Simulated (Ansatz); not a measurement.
## Equation of state of TaN from a dense series

```
CELL_PARAMETERS angstrom
5.18500 0.00000 0.00000
-2.59250 4.49034 0.00000
0.00000 0.00000 2.90800
ATOMIC_POSITIONS crystal
Ta 0.00000 0.00000 0.00000
Ta 0.33333 0.66667 0.50000
Ta 0.66667 0.33333 0.50000
N 0.50000 0.00000 0.00000
N 0.50000 0.50000 0.00000
N 0.00000 0.50000 0.00000
```

Atom numbers follow the list: Ta1, Ta2, Ta3, N4, N5, N6.

The geometry is COD entry 1539256, unchecked; take it as a test cell.

No spin–orbit coupling, which matters for the heavy atoms here.

Method: Ansatz 0.2.0, DFT, LDA, all-electron LAPW, scalar-relativistic.

Sampling and basis: a Γ-centred 5×5×8 k mesh, Fermi–Dirac smearing of 0.03 eV, basis error target 0.5 meV/atom, no spin polarisation.

The cell is scaled evenly. Fractional coordinates are held (clamped ions).

| V (Å³/atom) | P (GPa) |
| --- | --- |
| 10.607 | 17.47 |
| 11.059 | 1.88 |
| 11.171 | -1.53 |
| 11.284 | -4.76 |
| 11.397 | -7.83 |
| 11.510 | -10.73 |
| 11.736 | -16.10 |
| 11.961 | -20.92 |

Fit a third-order Birch–Murnaghan curve to the pressures.

P = (3B0/2)(y^(7/2) − y^(5/2))[1 + (3/4)(B0′ − 4)(y − 1)] with y = (V0/V)^(2/3) fits within 0.01 GPa for V0 = 11.120 Å³/atom, B0 = 334.8 GPa and B0′ = 4.24.

Predict the pressure at the withheld volume, 10.833 Å³/atom.

There y = 1.0176, so the fit gives 9.26 GPa; the run gave 9.26 GPa.
